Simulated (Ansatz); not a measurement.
HfO₂ (fluorite)

```
HfO2
1.0
    0.00000     2.52923     2.52923
    2.52923     0.00000     2.52923
    2.52923     2.52923     0.00000
Hf O
1 2
Direct
  0.00000   0.00000   0.00000
  0.25000   0.25000   0.25000
  0.75000   0.75000   0.75000
```

E(V) scan at fixed shape, V₀ the volume above. Symmetry pins the atoms to their sites.

The numbers are results of r2SCAN (plane waves to 500 eV, PAW, scalar-relativistic; Ansatz, a first-principles code), not measurements. k mesh 11×11×11 (Γ-centred), Fermi-Dirac smearing 0.05 eV. The energy includes the smearing's −TS. Stress and pressure are positive under compression. HfO2 is run without spin polarisation. HfO2 was relaxed with its symmetry unable to fall. Spin-orbit coupling is left out, though Hf is heavy. This is a high-temperature form of HfO2. The zero of ΔE is the relaxed starting cell.

| V (Å³/atom) | ΔE (meV/atom) |
|---|---|
| 9.708 | 109.2 |
| 9.977 | 58.6 |
| 10.247 | 24.9 |
| 10.517 | 6.0 |
| 10.786 | 0.0 |
| 11.056 | 5.5 |
| 11.326 | withheld |
| 11.595 | 45.3 |
| 11.865 | 77.3 |

Q: Fit a third-order Birch-Murnaghan form (E₀, V₀, B₀, B₀′ free) to the given rows and predict ΔE at V = 11.326.

A: Least squares on the 8 given rows: ΔE = E₀ + (9V₀B₀/16)·y²·[2 + (B₀′ − 4)y], y = (V₀/V)^(2/3) − 1, with V₀ = 10.786 Å³/atom, B₀ = 270.6 GPa (160.2 GPa = 1 eV/Å³; the term in eV is multiplied by 1000), B₀′ = 4.21, E₀ = 0.04 meV/atom; root-mean-square residual 0.05 meV/atom. At 11.326 the fit gives 21.0 meV/atom; the calculation gives 21.0 meV/atom, the same to the digits shown. For the pressure the fit gives -11.9 GPa against the computed -11.9 GPa.

(A scan under strain: stresses follow from slopes of the energy per volume, elastic moduli from its curvatures.)
